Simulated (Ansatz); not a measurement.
ZnSnO3 (R3c), relaxed with HSE06 (Ansatz, a first-principles code, plane waves, PAW): a = b = 5.2647 Å, c = 14.0290 Å, α = β = 90.00°, γ = 120.00°.

```
Item                  Value
--------------------  -----
gap (eV)               3.19
B₀ by P(V) fit (GPa)    192
```

The same phase is relaxed and computed with PBEsol in the same code. What are the cell and these values now?

a = 5.278 Å, b = 5.278 Å, c = 14.011 Å, α = 90.00°, β = 90.00°, γ = 120.00°.

gap (eV): 1.25
B₀ by P(V) fit (GPa): 180

All cells were relaxed under the symmetry of their starts (and spin orders); stability against distortions was not tested throughout. Scalar-relativistic: spin–orbit coupling is off unless named, which matters more the heavier the elements.

Potentials: the later of the program's two PAW sets.

Ansatz is a plane-wave DFT program.
